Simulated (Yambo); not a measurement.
Yambo run on Cs$_{2}$CaP$_{2}$O$_{7}$ (space group Cm, No. 8). The wavefunctions are norm-conserving LDA (Quantum ESPRESSO, 84 Ry, no spin-orbit coupling) ones on a 2×2×2 mesh (40 occupied bands); a = b = 6.0084 Å, c = 7.4963 Å, α = β = 113.66°, γ = 60.05°.

Yambo input:

```
rim_cut
gw0
dyson
el_el_corr
HF_and_locXC
cohsex
em1s
RandQpts= 1000000
RandGvec= 1 Ry
EXXRLvcs= 84 Ry
VXCRLvcs= 336 Ry
Chimod= "HARTREE"
% BndsRnXs
 1 | 303 |
%
NGsBlkXs= 7 Ry
% LongDrXs
 1.0 | 1.0 | 1.0 |
%
ExtendOut
% QPkrange
 1 | 1 | 40 | 41 |
%
```

k points by index: 1 = Γ.

Resulting energies as the program prints them:

```
#    K-point    Band    Eo [eV]    E [eV]    E-Eo [eV]    Vxc [eV]    Vnlxc [eV]    Sc|Eo [eV]    Re(Z)    Im(Z)
#
    1    40    0.000000    -3.137032    -3.137032    -19.51299    -25.21400    2.563974    1.000000    0.000000
    1    41    4.687060    5.130248    0.443188    -10.00337    -5.253893    -4.306289    1.000000    0.000000
```
(The two width columns are left out.) Convergence of these settings isn't established.

Geometry of the Materials Project entry, not relaxed at this level.

The structure is a Materials Project entry; no match was found in the copy of COD used, and its stability was not checked.
